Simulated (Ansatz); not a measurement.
HfC:
```yaml
crystal:
  lattice:
    - [2.88709, 0.00000, 0.00000]
    - [0.00000, 2.88709, 0.00000]
    - [0.00000, 0.00000, 2.88709]
  atoms:
    - { symbol: Hf, position: [0.00000, 0.00000, 0.00000] }
    - { symbol: C, position: [0.50000, 0.50000, 0.50000] }
```

This is the r²SCAN-relaxed structure.

Question: All from plane-wave PAW r²SCAN (Ansatz code), unless another level is named. Estimate the bulk modulus (Birch–Murnaghan fit).

Answer: 216 GPa.

Question: Next, the elastic constants (relaxed ions, GPa)?

Answer: C11 = 183, C12 = 233, C44 = -283.

Space group Pm-3m (CsCl type). A made-up cell: these elements were put on the sites of a structure type; neither database checked (COD, Materials Project) lists it. It is not the phase usual at ambient conditions (space group No. 225). The r²SCAN relaxation kept the symmetry of its start. At this level the phase is mechanically unstable. No spin polarisation was allowed. As this level gives no gap, shear constants depend on the k-mesh and smearing (Fermi–Dirac, 0.1 eV here). Scalar-relativistic: spin–orbit coupling is off unless named, which matters more the heavier the elements.

Potentials: the later of the program's two PAW sets.
